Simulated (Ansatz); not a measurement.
Run on Ni (fcc type): DFT, LDA, PAW with Ansatz's default frozen-core files, scalar-relativistic (Ansatz 0.2.0). This run: cell relaxed at zero pressure.

The start is a guessed cell.

Command: `ansatz run input.yaml --threads 2 --pin off --max-ram 7168MiB --backend cpu --events-out ev --progress --plain --runs-dir out` It took 17 s on 2 threads of Arm Neoverse V1 (shared host), peak memory 0.35 GiB.

```yaml
crystal:
  lattice:
    - [0.0, 1.712480242, 1.712480242]
    - [1.712480242, 0.0, 1.712480242]
    - [1.712480242, 1.712480242, 0.0]
  atoms:
    - { symbol: Ni, position: [0.0, 0.0, 0.0], spin: 1.0 }
magnetization:
  spin_polarized: true
kpoints:
  mp_grid: { grid: [20, 20, 20] }
scf:
  occupations: { method: fermi_dirac, width: 0.05 }
hamiltonian:
  xc: lda
  pseudopotentials: { kind: paw }
output:
  forces: true
  stress: true
relax:
  f_tol: 0.005
  max_steps: 40
  cell: {}
```

Output:

```
Engine: ansatz 0.2.0
Pseudopotentials: kind: paw
Pseudopotential: Ni, paw, valence charge 18, recommended cutoff 420 eV (normal), Ni.paw.azcp
Functional definition: SPW92
  exchange = slater_x
  correlation = pw_c
Crystal: 1 atoms, lattice volume = 10.044 Å³
Basis set: ecut = 420 eV, 181 PW (Γ)
Bands: 14, of which v1, the nominal top of the filled ones, is band 9 counted from 1 (8 counted from 0)
Symmetry: 48 space group operations
Space group: Fm-3m (ITA 225), of the structure as read, at distance tolerance 2.2e-5 Å
Magnetic group: BNS 225.116 (UNI 1618), of the structure as read, at distance tolerance 2.2e-5 Å
k-points: 256 of 8000
Non-local potential: Ni, projectors of the file, l = 0: 3, l = 1: 2, l = 2: 3, l = 3: 1
PAW form: soft (Blöchl's): semilocal exchange-correlation on the pseudo side does not see the compensation charge
PAW frozen core: Ni, regenerated for the run's functional, and the local potential with it (the file was generated under x = pbe(κ = 0.804, μ = 0.2195149727645171), c = pbe(β = 0.06672455060314922))
PAW one-centre angular grid: Ni, 590 points (default); XC on 64 Gauss nodes
Initial density: superposition of atomic densities (chi_scale 0.1, normalization cell)
Starting moments: Σ|m| = 1 μB on 1 of 1 site
Initial wavefunctions: pseudopotential atomic-orbital guess
Functional: x = slater, c = lda
SCF iter   1: F=—  HF=-5772.712477 eV  |F-HF|=—  |Δ(HF+E_count)|=         —  Δρ=9.34e-2 (↑6.46e-2 ↓9.34e-2)  dr2=1.41e0  dr2_m=2.29e-2  M=0.900 μB ∫|m|=0.954 μB  β_m=0.30  ethr=3.10e-3  ⟨swp⟩=5.7  Hψ=37457  notcnv=0
Mixer restart at iter 1: flushing history
preconditioner: auto → none  [metal: Δε(μ)=0.006 eV  Ē_g=16.712 eV  σ=0.050 eV  W_gap=0.03  n_scr=0 (ndim 8)  ℏωp=37.1 eV  f_vac=0.000  D(μ)=1.06/eV (n_scr^D=14)]
SCF iter   2: F=—  HF=-5772.326277 eV  |F-HF|=—  |Δ(HF+E_count)|=   3.86e-1  Δρ=5.12e-2 (↑4.67e-2 ↓5.12e-2)  dr2=4.48e-1  dr2_m=7.55e-3  M=0.813 μB ∫|m|=0.872 μB  β_m=0.25  ethr=3.10e-3  ⟨swp⟩=3.0  Hψ=17705  notcnv=0  defer=180
SCF iter   3: F=—  HF=-5772.523863 eV  |F-HF|=—  |Δ(HF+E_count)|=   1.98e-1  Δρ=1.77e-2 (↑1.32e-2 ↓1.77e-2)  dr2=2.75e-2  dr2_m=5.35e-3  M=0.815 μB ∫|m|=0.876 μB  β_m=0.55  ethr=2.49e-3  ⟨swp⟩=2.5  Hψ=12433  notcnv=0  defer=182
SCF iter   4: F=—  HF=-5773.210731 eV  |F-HF|=—  |Δ(HF+E_count)|=         —  Δρ=4.79e-2 (↑1.20e-2 ↓4.79e-2)  dr2=9.16e-2  dr2_m=7.56e-2  M=0.648 μB ∫|m|=0.704 μB  β_m=0.55  ethr=1.53e-4  ⟨swp⟩=2.7  Hψ=14415  notcnv=0  defer=198
Mixer restart at iter 4: flushing history
SCF iter   5: F=—  HF=-5773.369209 eV  |F-HF|=—  |Δ(HF+E_count)|=   1.58e-1  Δρ=3.06e-2 (↑3.06e-2 ↓7.67e-3)  dr2=6.42e-2  dr2_m=1.53e-2  M=0.651 μB ∫|m|=0.708 μB  β_m=0.51  ethr=1.53e-4  ⟨swp⟩=3.0  Hψ=17712  notcnv=0  defer=207
SCF iter   6: F=—  HF=-5773.369598 eV  |F-HF|=—  |Δ(HF+E_count)|=   3.89e-4  Δρ=3.46e-2 (↑9.89e-3 ↓3.46e-2)  dr2=1.04e-1  dr2_m=1.67e-2  M=0.618 μB ∫|m|=0.676 μB  β_m=0.27  ethr=1.53e-4  ⟨swp⟩=2.7  Hψ=16488  notcnv=0  defer=230
SCF iter   7: F=—  HF=-5773.377016 eV  |F-HF|=—  |Δ(HF+E_count)|=   7.42e-3  Δρ=6.23e-3 (↑5.15e-3 ↓6.23e-3)  dr2=3.00e-4  dr2_m=2.92e-3  M=0.622 μB ∫|m|=0.680 μB  β_m=0.56  ethr=1.53e-4  ⟨swp⟩=2.9  Hψ=14408  notcnv=0  defer=234
SCF iter   8: F=—  HF=-5773.384927 eV  |F-HF|=—  |Δ(HF+E_count)|=   7.91e-3  Δρ=4.42e-4 (↑2.48e-4 ↓4.42e-4)  dr2=3.77e-6  dr2_m=1.04e-5  M=0.611 μB ∫|m|=0.670 μB  β_m=0.73  ethr=1.67e-6  ⟨swp⟩=2.2  Hψ=13685  notcnv=0  defer=235
SCF iter   9: F=—  HF=-5773.384928 eV  |F-HF|=—  |Δ(HF+E_count)|=   5.28e-7  Δρ=1.73e-4 (↑1.56e-4 ↓1.73e-4)  dr2=5.56e-6  dr2_m=1.07e-7  M=0.611 μB ∫|m|=0.669 μB  β_m=0.86  ethr=2.09e-8  ⟨swp⟩=2.0  Hψ=10980  notcnv=0  defer=235
SCF iter  10: F=—  HF=-5773.384929 eV  |F-HF|=—  |Δ(HF+E_count)|=   1.16e-6  Δρ=2.92e-5 (↑2.92e-5 ↓2.30e-5)  dr2=1.38e-7  dr2_m=3.57e-9  M=0.611 μB ∫|m|=0.669 μB  β_m=0.90  ethr=2.09e-8  ⟨swp⟩=2.4  Hψ=9444  notcnv=0  defer=235
SCF iter  11: F=—  HF=-5773.384929 eV  |F-HF|=—  |Δ(HF+E_count)|=   2.88e-8  Δρ=3.48e-6 (↑3.48e-6 ↓3.27e-6)  dr2=2.51e-9  dr2_m=3.12e-11  M=0.611 μB ∫|m|=0.669 μB  β_m=0.95  ethr=7.64e-10  ⟨swp⟩=2.3  Hψ=9841  notcnv=0  defer=235
SCF iter  12: F=-5773.384929 eV  HF=-5773.384929 eV  |F-HF|=2.36e-11  |Δ(HF+E_count)|=  5.26e-10  Δρ=3.88e-7 (↑3.38e-7 ↓3.88e-7)  dr2=3.14e-11  dr2_m=2.44e-13  M=0.611 μB ∫|m|=0.669 μB  ethr=1.40e-11  ⟨swp⟩=1.6  Hψ=21274  notcnv=0
SCF 1 converged in 12 iterations: F = -5773.384929 eV  dr2 = 3.14e-11
  greatest PAW one-centre occupation: 1.002 electrons in one spin orbital (limit 2), on the Ni atom at site 0 (counted from 0), in its partial waves of l = 1
relax step   1: F+E_penalty+E_count = -5773.38492875 eV  Δ(F+E_penalty+E_count) = +0.000e0 eV  max|allowed force component| = 0.000e0 eV/Å  Δτ_max = 0.0000 Å  P = -0.158 GPa  Ω = 10.044 Å³  (12 SCF iters, dr2 threshold 1.00e-7 eV, accepted)
Crystal: 1 atoms, lattice volume = 10.041 Å³
Initial density: handed on by an earlier stage of this run
Starting moments: Σ|m| = 1 μB on 1 of 1 site; this step starts from the density that it was given
Initial wavefunctions: those handed on with the density
iter 1 solved again at ethr=5.85e-9 eV; its pass at ethr=3.10e-3 eV (dr2=1.05e-6 eV) is discarded
SCF iter   1: F=—  HF=-5773.384933 eV  |F-HF|=—  |Δ(HF+E_count)|=         —  Δρ=6.95e-5 (↑6.04e-5 ↓6.95e-5)  dr2=9.87e-7  dr2_m=4.15e-9  M=0.611 μB ∫|m|=0.669 μB  β_m=0.65  ethr=5.85e-9  ⟨swp⟩=2.3  Hψ=43064  notcnv=0
preconditioner: auto → none  [metal: Δε(μ)=0.005 eV  Ē_g=17.726 eV  σ=0.050 eV  W_gap=0.03  n_scr=0 (ndim 8)  ℏωp=37.1 eV  f_vac=0.000  D(μ)=1.64/eV (n_scr^D=26)]
SCF iter   2: F=—  HF=-5773.384934 eV  |F-HF|=—  |Δ(HF+E_count)|=   6.16e-7  Δρ=1.24e-4 (↑1.06e-4 ↓1.24e-4)  dr2=2.72e-6  dr2_m=1.04e-8  M=0.611 μB ∫|m|=0.669 μB  β_m=0.27  ethr=5.48e-9  ⟨swp⟩=2.1  Hψ=11446  notcnv=0  recentre
SCF iter   3: F=—  HF=-5773.384933 eV  |F-HF|=—  |Δ(HF+E_count)|=   8.89e-7  Δρ=6.26e-6 (↑6.26e-6 ↓4.70e-6)  dr2=1.78e-9  dr2_m=1.54e-9  M=0.611 μB ∫|m|=0.669 μB  β_m=0.45  ethr=5.48e-9  ⟨swp⟩=2.3  Hψ=10542  notcnv=0
SCF iter   4: F=—  HF=-5773.384933 eV  |F-HF|=—  |Δ(HF+E_count)|=   9.65e-8  Δρ=9.88e-6 (↑2.88e-6 ↓9.88e-6)  dr2=7.57e-9  dr2_m=1.80e-9  M=0.611 μB ∫|m|=0.669 μB  β_m=0.73  ethr=9.87e-12  ⟨swp⟩=2.1  Hψ=12104  notcnv=0
SCF iter   5: F=—  HF=-5773.384933 eV  |F-HF|=—  |Δ(HF+E_count)|=   5.64e-8  Δρ=1.07e-5 (↑3.98e-6 ↓1.07e-5)  dr2=1.19e-8  dr2_m=1.25e-9  M=0.611 μB ∫|m|=0.669 μB  β_m=0.86  ethr=9.87e-12  ⟨swp⟩=2.1  Hψ=10133  notcnv=0
SCF iter   6: F=-5773.384933 eV  HF=-5773.384933 eV  |F-HF|=7.42e-9  |Δ(HF+E_count)|=   2.99e-8  Δρ=8.03e-6 (↑4.77e-6 ↓8.03e-6)  dr2=9.34e-9  dr2_m=3.02e-10  M=0.611 μB ∫|m|=0.669 μB  ethr=9.87e-12  ⟨swp⟩=2.0  Hψ=25455  notcnv=0
SCF 2 converged in 6 iterations: F = -5773.384933 eV  dr2 = 9.34e-9
[... lines left out ...]
SCF iter   2: F=—  HF=-5773.384934 eV  |F-HF|=—  |Δ(HF+E_count)|=   4.82e-7  Δρ=2.40e-6 (↑2.40e-6 ↓1.91e-6)  dr2=7.42e-10  dr2_m=9.17e-12  M=0.611 μB ∫|m|=0.669 μB  β_m=0.36  ethr=1.08e-12  ⟨swp⟩=3.3  Hψ=16164  notcnv=0
SCF iter   3: F=—  HF=-5773.384934 eV  |F-HF|=—  |Δ(HF+E_count)|=  3.11e-10  Δρ=1.07e-6 (↑4.81e-7 ↓1.07e-6)  dr2=1.56e-10  dr2_m=1.49e-11  M=0.611 μB ∫|m|=0.669 μB  β_m=0.32  ethr=1.08e-12  ⟨swp⟩=2.0  Hψ=11956  notcnv=0
SCF iter   4: F=—  HF=-5773.384934 eV  |F-HF|=—  |Δ(HF+E_count)|=   1.09e-9  Δρ=1.22e-6 (↑4.01e-7 ↓1.22e-6)  dr2=1.59e-10  dr2_m=2.55e-11  M=0.611 μB ∫|m|=0.669 μB  β_m=0.66  ethr=1.00e-12  ⟨swp⟩=1.6  Hψ=8431  notcnv=0
SCF iter   5: F=—  HF=-5773.384934 eV  |F-HF|=—  |Δ(HF+E_count)|=   2.63e-9  Δρ=7.11e-7 (↑7.11e-7 ↓4.51e-7)  dr2=5.99e-11  dr2_m=1.57e-12  M=0.611 μB ∫|m|=0.669 μB  β_m=0.66  ethr=1.00e-12  ⟨swp⟩=2.0  Hψ=11981  notcnv=0
SCF iter   6: F=—  HF=-5773.384934 eV  |F-HF|=—  |Δ(HF+E_count)|=  3.27e-11  Δρ=2.17e-7 (↑2.17e-7 ↓1.50e-7)  dr2=5.38e-12  dr2_m=1.09e-13  M=0.611 μB ∫|m|=0.669 μB  β_m=0.83  ethr=1.00e-12  ⟨swp⟩=3.9  Hψ=29295  notcnv=0
SCF iter   7: F=-5773.384934 eV  HF=-5773.384934 eV  |F-HF|=0.00e0  |Δ(HF+E_count)|=  5.46e-12  Δρ=4.09e-8 (↑1.30e-8 ↓4.09e-8)  dr2=1.44e-13  dr2_m=3.95e-14  M=0.611 μB ∫|m|=0.669 μB  ethr=1.00e-12  ⟨swp⟩=4.7  Hψ=25112  notcnv=0
SCF 4 converged in 7 iterations: F = -5773.384934 eV  dr2 = 1.44e-13
relax step   4: F+E_penalty+E_count = -5773.38493437 eV  Δ(F+E_penalty+E_count) = +2.046e-6 eV  max|allowed force component| = 0.000e0 eV/Å  Δτ_max = 0.0000 Å  P = +0.003 GPa  Ω = 10.038 Å³  stress off target by 2.90e-3 GPa  SCF on the basis re-selected at this cell (its energy is not comparable with the rows above)  (7 SCF iters)
basis re-selected at this cell: Δ(F+E_penalty+E_count) = +2.046e-6 eV, ΔP = +0.002 GPa vs the last step (what re-selecting the basis moved, of the pressure what is left beyond the Pulay correction that the steps carried, after the strain that the cell walked since its last selection, with what the two solves' SCF thresholds leave and, on support functions, any second-order correction that the steps lacked; it is no measure of the basis error at this ecutwfc). This SCF's stress stands 2.90e-3 GPa from its target on what of the cell is left free (relax.cell.stress_tol is 5.00e-2 GPa) and its largest allowed force component is 0.00e0 eV/Å (relax.f_tol is 5.00e-3 eV/Å): within both
SCF converged after 7 iterations
Magnetization: 0.6106 μB (9.3053 up, 8.6947 down)
Absolute magnetization: 0.6700 μB (∫|ρ↑−ρ↓|, with the PAW one-centre terms)
Spin contamination: 0.0038 ħ² per cell (⟨S²⟩ above its minimum at these occupations)
Per-site moments (μB) at R_I (Å): [(0.6368410323921622, 0.998789056996728)]
Free energy (F): -5773.384934 eV
Harris-Foulkes:  -5773.384934 eV  (|F-HF|=0.00e0)
Internal energy: -5773.371414 eV  (E = F + TS)
E sigma→0 (E₀):  -5773.378174 eV
Entropy (-TS):   -0.013520 eV (-13.520 meV/atom)
Fermi energy:    19.621523 eV
--- Per-component energies (eV) ---
  E_band       = -257.213626
  E_kinetic    = 284.480817
  E_local      = -3304.970857  (includes V_loc(G=0)·N_el)
  E_nonlocal   = 637.763578
  E_hartree    = 1379.887681
  E_xc         = -85.438928
  E_vxc        = -110.618948  (∫ρ·V_xc dr)
  E_paw        = -1562.123754  (= ΣΔE_a)
  E_vpaw       = -523.644304  (= ΣTr[D̂ρ^β])
  E_aug_tail   = 0.000700  (compensation charges beyond the density's cutoff)
  E_ewald      = -3123.404771
  E_core_change = 0.434120  (= ΣΔE_core)
  E_smearing   = -0.013520  (= −TS)
  E_closure    = 0.000000  (closes the sum)
  Σ components = -5773.384934   (vs F -5773.384934, Δ=0.00e0)
--- Forces (eV/Å), atoms counted from 1 ---
  atom   1  Ni    -0.00000000    -0.00000000     0.00000000
  max |Σ_I F_I| component: 6.57e-32 eV/Å
--- Stress (GPa, compression-positive) ---
        0.002898      -0.000000      -0.000000
       -0.000000       0.002898      -0.000000
       -0.000000      -0.000000       0.002898
  P = ⅓ Tr σ = 0.0029 GPa (0.029 kbar)
--- Relaxed structure (3 steps of the walk, 3 accepted, 1 SCFs on fresh bases) ---
  F+E_penalty+E_count = -5773.38493437 eV   max|allowed force component| = 0.000e0 eV/Å   (the final SCF, on the basis selected at the relaxed cell)
  cell:  # Å, volume = 10.0377 Å³
    - [1.5460274322467381e-34, 1.7121224610358874, 1.7121224610358874]
    - [1.7121224610358874, 1.2419969330183e-34, 1.7121224610358874]
    - [1.7121224610358874, 1.7121224610358874, 6.861834016956074e-35]
  atoms:
    - { symbol: Ni, position: [0.0, 0.0, 0.0] }
```

Next run (fcc relaxed under pressure), as changes to the input before:

```diff
   lattice:
-    - [0.0, 1.712480242, 1.712480242]
-    - [1.712480242, 0.0, 1.712480242]
-    - [1.712480242, 1.712480242, 0.0]
+    - [0.0, 1.4552053469, 1.4552053469]
+    - [1.4552053469, 0.0, 1.4552053469]
+    - [1.4552053469, 1.4552053469, 0.0]
   atoms:
 kpoints:
-  mp_grid: { grid: [20, 20, 20] }
+  mp_grid: { grid: [22, 22, 22] }
 scf:
   stress: true
+  eigenvalues: true
 relax:
   max_steps: 40
-  cell: {}
+  cell: { p_target: 390.0, stress_tol: 0.195 }
```

Command: `ansatz run input.yaml --threads 2 --pin off --max-ram 7168MiB --backend cpu --events-out ev --progress --plain --runs-dir out` It took 20 s on 2 threads of Arm Neoverse V1, with other jobs on the host, peak memory 0.34 GiB.

Results part of the output:

```
basis re-selected at this cell: Δ(F+E_penalty+E_count) = -2.584e-5 eV, ΔP = +0.000 GPa vs the last step (what re-selecting the basis moved, of the pressure what is left beyond the Pulay correction that the steps carried, after the strain that the cell walked since its last selection, with what the two solves' SCF thresholds leave and, on support functions, any second-order correction that the steps lacked; it is no measure of the basis error at this ecutwfc). This SCF's stress stands 8.88e-5 GPa from its target on what of the cell is left free (relax.cell.stress_tol is 1.95e-1 GPa) and its largest allowed force component is 0.00e0 eV/Å (relax.f_tol is 5.00e-3 eV/Å): within both
SCF converged after 6 iterations
Magnetization: 0.3622 μB (9.1811 up, 8.8189 down)
Absolute magnetization: 0.3797 μB (∫|ρ↑−ρ↓|, with the PAW one-centre terms)
Spin contamination: 0.0006 ħ² per cell (⟨S²⟩ above its minimum at these occupations)
Per-site moments (μB) at R_I (Å): [(0.36993343653864197, 0.8492073684310862)]
Free energy (F): -5770.406212 eV
Harris-Foulkes:  -5770.406212 eV  (|F-HF|=3.64e-12)
Internal energy: -5770.394797 eV  (E = F + TS)
E sigma→0 (E₀):  -5770.400504 eV
Entropy (-TS):   -0.011415 eV (-11.415 meV/atom)
Fermi energy:    35.107266 eV
--- Per-component energies (eV) ---
  E_band       = -8.995764
  E_kinetic    = 301.353897
  E_local      = -2465.260022  (includes V_loc(G=0)·N_el)
  E_nonlocal   = 645.427960
  E_hartree    = 1077.106557
  E_xc         = -91.458691
  E_vxc        = -118.549394  (∫ρ·V_xc dr)
  E_paw        = -1564.429272  (= ΣΔE_a)
  E_vpaw       = -526.181914  (= ΣTr[D̂ρ^β])
  E_aug_tail   = 0.000410  (compensation charges beyond the density's cutoff)
  E_ewald      = -3673.569757
  E_core_change = 0.434120  (= ΣΔE_core)
  E_smearing   = -0.011415  (= −TS)
  E_closure    = 0.000000  (closes the sum)
  Σ components = -5770.406212   (vs F -5770.406212, Δ=0.00e0)
--- Forces (eV/Å), atoms counted from 1 ---
  atom   1  Ni    -0.00000000     0.00000000     0.00000000
  max |Σ_I F_I| component: 1.23e-31 eV/Å
--- Stress (GPa, compression-positive) ---
      390.000089      -0.000000      -0.000000
       -0.000000     390.000089      -0.000000
       -0.000000      -0.000000     390.000089
  P = ⅓ Tr σ = 390.0001 GPa (3900.001 kbar)
--- Band table (eV; the first three rows and the last of 656) ---
  k-point 0 ↑: bands = ["-69.2246", "-29.1644", "-29.1644", "-29.1644", "21.5857", "30.5046", "30.5046", "30.5046", "33.1362", "33.1362", "62.7233", "71.4380", "71.4380", "71.4380"]
  k-point 1 ↑: bands = ["-69.2176", "-29.1974", "-29.1686", "-29.1686", "21.7138", "30.4500", "30.5473", "30.5473", "33.1136", "33.1136", "62.7245", "70.0900", "71.4178", "71.4178"]
  k-point 2 ↑: bands = ["-69.1970", "-29.2928", "-29.1804", "-29.1804", "22.0902", "30.2994", "30.6646", "30.6646", "33.0575", "33.0575", "62.6218", "67.6989", "71.3775", "71.3775"]
  k-point 327 ↓: bands = ["-68.2979", "-29.7937", "-29.6631", "-29.2888", "27.3095", "28.9859", "29.9657", "33.2846", "35.7551", "46.6834", "48.6329", "50.3440", "54.0820", "73.7935"]
--- Relaxed structure (3 steps of the walk, 3 accepted, 1 SCFs on fresh bases) ---
  F+E_penalty+E_count = -5770.40621186 eV   max|allowed force component| = 0.000e0 eV/Å   (the final SCF, on the basis selected at the relaxed cell)
  cell:  # Å, volume = 6.1696 Å³
    - [-5.054071654113331e-34, 1.4557097911544334, 1.4557097911544334]
    - [1.4557097911544334, -2.761154239310315e-34, 1.4557097911544334]
    - [1.4557097911544334, 1.4557097911544334, -2.101840963569431e-34]
  atoms:
    - { symbol: Ni, position: [0.0, 0.0, 0.0] }
```

Next run (bcc relaxed under pressure), as changes to the input before:

```diff
   lattice:
-    - [0.0, 1.4552053469, 1.4552053469]
-    - [1.4552053469, 0.0, 1.4552053469]
-    - [1.4552053469, 1.4552053469, 0.0]
+    - [-1.1549972492, 1.1549972492, 1.1549972492]
+    - [1.1549972492, -1.1549972492, 1.1549972492]
+    - [1.1549972492, 1.1549972492, -1.1549972492]
   atoms:
 kpoints:
-  mp_grid: { grid: [22, 22, 22] }
+  mp_grid: { grid: [23, 23, 23] }
 scf:
```

Results part of the output:

```
basis re-selected at this cell: Δ(F+E_penalty+E_count) = -2.712e-5 eV, ΔP = +0.000 GPa vs the last step (what re-selecting the basis moved, of the pressure what is left beyond the Pulay correction that the steps carried, after the strain that the cell walked since its last selection, with what the two solves' SCF thresholds leave and, on support functions, any second-order correction that the steps lacked; it is no measure of the basis error at this ecutwfc). This SCF's stress stands 1.63e-1 GPa from its target on what of the cell is left free (relax.cell.stress_tol is 1.95e-1 GPa) and its largest allowed force component is 0.00e0 eV/Å (relax.f_tol is 5.00e-3 eV/Å): within both
SCF converged after 4 iterations
Magnetization: -0.0000 μB (9.0000 up, 9.0000 down)
Absolute magnetization: 0.0000 μB (∫|ρ↑−ρ↓|, with the PAW one-centre terms)
Spin contamination: 0.0000 ħ² per cell (⟨S²⟩ above its minimum at these occupations)
Per-site moments (μB) at R_I (Å): [(-6.453689283732311e-7, 0.8255477246832333)]
Free energy (F): -5770.301053 eV
Harris-Foulkes:  -5770.301053 eV  (|F-HF|=2.27e-11)
Internal energy: -5770.295058 eV  (E = F + TS)
E sigma→0 (E₀):  -5770.298056 eV
Entropy (-TS):   -0.005995 eV (-5.995 meV/atom)
Fermi energy:    34.978444 eV
--- Per-component energies (eV) ---
  E_band       = -8.360645
  E_kinetic    = 301.396655
  E_local      = -2466.926097  (includes V_loc(G=0)·N_el)
  E_nonlocal   = 646.691411
  E_hartree    = 1078.374539
  E_xc         = -91.306789
  E_vxc        = -118.350347  (∫ρ·V_xc dr)
  E_paw        = -1565.382407  (= ΣΔE_a)
  E_vpaw       = -527.921293  (= ΣTr[D̂ρ^β])
  E_aug_tail   = 0.000361  (compensation charges beyond the density's cutoff)
  E_ewald      = -3673.576852
  E_core_change = 0.434120  (= ΣΔE_core)
  E_smearing   = -0.005995  (= −TS)
  E_closure    = 0.000000  (closes the sum)
  Σ components = -5770.301053   (vs F -5770.301053, Δ=0.00e0)
--- Forces (eV/Å), atoms counted from 1 ---
  atom   1  Ni    -0.00000000     0.00000000    -0.00000000
  max |Σ_I F_I| component: 1.64e-31 eV/Å
--- Stress (GPa, compression-positive) ---
      389.837036      -0.000000      -0.000000
        0.000000     389.837036       0.000000
        0.000000      -0.000000     389.837036
  P = ⅓ Tr σ = 389.8370 GPa (3898.370 kbar)
--- Band table (eV; the first three rows and the last of 728) ---
  k-point 0 ↑: bands = ["-68.9647", "-28.8970", "-28.8970", "-28.8970", "21.6007", "30.5751", "30.5751", "30.5751", "33.5737", "33.5737", "66.5482", "66.5482", "66.5482", "76.2543"]
  k-point 1 ↑: bands = ["-68.9578", "-28.9274", "-28.9062", "-28.8972", "21.7249", "30.5295", "30.5707", "30.6584", "33.5219", "33.5775", "66.1363", "66.4864", "66.5963", "76.0090"]
  k-point 2 ↑: bands = ["-68.9376", "-29.0162", "-28.9332", "-28.8979", "22.0901", "30.3975", "30.5504", "30.9049", "33.3870", "33.5896", "65.0334", "66.2478", "66.7320", "75.5468"]
  k-point 363 ↓: bands = ["-68.3463", "-29.9617", "-29.9558", "-29.9558", "25.7434", "25.7501", "35.3160", "35.3160", "35.3640", "48.8914", "49.3849", "49.3849", "57.5843", "57.8410"]
--- Relaxed structure (2 steps of the walk, 2 accepted, 1 SCFs on fresh bases) ---
  F+E_penalty+E_count = -5770.30105331 eV   max|allowed force component| = 0.000e0 eV/Å   (the final SCF, on the basis selected at the relaxed cell)
  cell:  # Å, volume = 6.1707 Å³
    - [-1.155467154120601, 1.155467154120601, 1.155467154120601]
    - [1.155467154120601, -1.155467154120601, 1.155467154120601]
    - [1.155467154120601, 1.155467154120601, -1.155467154120601]
  atoms:
    - { symbol: Ni, position: [0.0, 0.0, 0.0] }
```

Other magnetic orders may lie lower. The PAW files were made under PBE. At this compression frozen-core PAW has no all-electron check here.
